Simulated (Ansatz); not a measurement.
Given:

LiTi3C2O2:
```yaml
crystal:
  lattice:
    - [2.98265, 0.00000, 0.00000]
    - [-1.49133, 2.58305, 0.00000]
    - [0.00000, 0.00000, 19.87952]
  atoms:
    - { symbol: O, position: [0.00000, 0.00000, 0.81760] }
    - { symbol: Ti, position: [0.33333, 0.66667, 0.87666] }
    - { symbol: C, position: [0.66667, 0.33333, 0.93603] }
    - { symbol: Ti, position: [0.00000, 0.00000, 0.00000] }
    - { symbol: C, position: [0.33333, 0.66667, 0.06397] }
    - { symbol: Ti, position: [0.66667, 0.33333, 0.12334] }
    - { symbol: O, position: [0.00000, 0.00000, 0.18240] }
    - { symbol: Li, position: [0.33333, 0.66667, 0.25000] }
    - { symbol: O, position: [0.00000, 0.00000, 0.31760] }
    - { symbol: Ti, position: [0.66667, 0.33333, 0.37666] }
    - { symbol: C, position: [0.33333, 0.66667, 0.43603] }
    - { symbol: Ti, position: [0.00000, 0.00000, 0.50000] }
    - { symbol: C, position: [0.66667, 0.33333, 0.56397] }
    - { symbol: Ti, position: [0.33333, 0.66667, 0.62334] }
    - { symbol: O, position: [0.00000, 0.00000, 0.68240] }
    - { symbol: Li, position: [0.66667, 0.33333, 0.75000] }
```

This is the PBE+D3(BJ)-relaxed structure. Tensor components refer to the Cartesian frame of this cell.

Q: All from PBE+D3(BJ) (plane waves, PAW; program Ansatz), unless another level is named. Estimate the bulk modulus (Birch–Murnaghan fit).

A: 187 GPa.

Q: And the elastic constants (relaxed ions, GPa)?

A: C11 = 443, C12 = 111, C13 = 60.8, C33 = 367, C44 = -26.7.

Space group P6_3/mmc. The cell is a constructed one: a structure type filled with these elements; neither database checked (COD, Materials Project) lists it. Whether it is the stable phase at ambient conditions was not checked. Symmetry was held in the PBE+D3(BJ) relaxation. At this level the phase is mechanically unstable. No spin polarisation was allowed. Without spin polarisation and U, an open-shell compound can come out a false metal. As this level gives no gap, shear constants depend on the k-mesh and smearing (Fermi–Dirac, 0.1 eV here).

Potentials: the later of the program's two PAW sets.
